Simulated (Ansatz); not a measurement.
# Relaxing a structure of TaAs

The start is a relaxed TaAs cell, doubled along one cell vector, shaken by Gaussian noise of σ = 0.08 Å a coordinate. The structure is fully relaxed (lattice and positions, P = 0) with r2SCAN (plane waves to 500 eV, PAW, scalar-relativistic; Ansatz, an electronic-structure program). The first steps use a coarse 7×4×9 k-mesh.

Initial structure:
```yaml
crystal:
  lattice:
    - [-1.72095, 1.72095, 5.85613]
    - [3.44190, -3.44190, 11.71227]
    - [1.72095, 1.72095, -5.85613]
  atoms:
    - { symbol: Ta, position: [0.01219, 0.48700, 0.00074] }
    - { symbol: Ta, position: [0.01088, 0.00483, 0.01167] }
    - { symbol: Ta, position: [0.77449, 0.13086, 0.56031] }
    - { symbol: Ta, position: [0.77458, 0.64302, 0.55474] }
    - { symbol: As, position: [0.38807, 0.22128, 0.00029] }
    - { symbol: As, position: [0.41297, 0.71604, 0.02530] }
    - { symbol: As, position: [0.14927, 0.34128, 0.50242] }
    - { symbol: As, position: [0.14039, 0.82569, 0.48835] }
```

Problem. How large is the pressure on the unrelaxed cell, and of which sign?

Solution. +4 GPa (positive: the cell is compressed).

Problem. How much energy is released per atom?

Solution. 0.13 eV/atom.

Problem. Does it find its way back to the structure it was made from?

Solution. The parent structure is recovered, I4₁md (No. 109).

Problem. How do the shortest distances between atoms change?

Solution. The closest pairs of elements (up to four, under 3.6 Å), start → end: As–Ta 2.39 → 2.61 Å; Ta–Ta 3.18 → 3.40 Å; As–As 3.29 → 3.40 Å.

Problem. Is the relaxed structure metallic? Give its gap.

Solution. No gap on the sampled points, where the bands overlap only slightly; such a result is sensitive to mesh and level.

Relaxed structure:

```cif
data_As4Ta4
_chemical_formula_sum 'Ta4 As4'
_space_group_name_H-M_alt 'I41md'
_space_group_IT_number 109
_space_group_name_Hall 'I 4bw -2'
_cell_length_a 3.44150
_cell_length_b 3.44150
_cell_length_c 11.71632
_cell_angle_alpha 90.000
_cell_angle_beta 90.000
_cell_angle_gamma 90.000
loop_
_atom_site_label
_atom_site_type_symbol
_atom_site_symmetry_multiplicity
_atom_site_Wyckoff_symbol
_atom_site_fract_x
_atom_site_fract_y
_atom_site_fract_z
_atom_site_occupancy
Ta1 Ta 4 a 0.00000 0.00000 0.50911 1
As1 As 4 a 0.00000 0.00000 0.09170 1
```
(The calculation used a cell of 4 atoms; values per cell refer to that cell.)

Final values are on a 13×13×13 k-mesh of the relaxed cell. No spin polarisation in the result.
